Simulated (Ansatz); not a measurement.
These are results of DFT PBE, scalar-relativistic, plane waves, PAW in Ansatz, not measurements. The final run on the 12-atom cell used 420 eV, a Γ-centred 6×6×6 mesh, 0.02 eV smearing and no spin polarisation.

Formation energies are uncorrected and count from the elements' standard states at the same level.

**Question.** Suggest a trial structure for a trigonal semiconductor that holds P and 2 more elements, with a gap near 1.4 eV, a formation energy near −0.51 eV/atom and a density near 2.40 g/cm³, in a cell of 12 atoms. Its symmetry should be P31m (No. 157).

**Answer.** Al₅BP₆, space group P31m (No. 157). Around Al on a site of symmetry m lie 4 P at 2.34–2.40 Å; Al on a site of symmetry 3 is surrounded by 4 P at 2.38–2.43 Å; around B lie 4 P at 2.03 Å; around P on a site of symmetry m lie 1 B at 2.03 Å and 3 Al at 2.40–2.43 Å; 2 more sites not described.

```cif
data_structure
_symmetry_space_group_name_H-M 'P31m'
_symmetry_Int_Tables_number 157
_cell_length_a 6.5359
_cell_length_b 6.5359
_cell_length_c 6.2023
_cell_angle_alpha 90.000
_cell_angle_beta 90.000
_cell_angle_gamma 120.000
_cell_volume 229.45
loop_
_atom_site_label
_atom_site_type_symbol
_atom_site_symmetry_multiplicity
_atom_site_Wyckoff_symbol
_atom_site_fract_x
_atom_site_fract_y
_atom_site_fract_z
_atom_site_occupancy
Al1 Al 3 c 0.68090 0.00000 0.00033 1
Al2 Al 2 b 0.66667 0.33333 0.50048 1
B1 B 1 a 0.00000 0.00000 0.49825 1
P1 P 3 c 0.70836 0.00000 0.38588 1
P2 P 1 a 0.00000 0.00000 0.82514 1
P3 P 2 b 0.66667 0.33333 0.88350 1
```

The volume per atom is 19.12 Å³. The density is 2.40 g/cm³. The energy over the elements is −0.515 eV/atom and the gap on the 6×6×6 mesh of the 12-atom cell is 1.40 eV.

The structure comes from a generated guess, relaxed at this level; another structure or a mixture of phases may lie lower. The answer needn't be unique; the calculation gave this one.

Kohn–Sham gaps at this level usually fall short of measured ones. The reference form of P is held partly by dispersion forces, which this level lacks. A later test with randomly moved atoms came back to the same energy, though modes that don't fit the test's cell weren't probed.
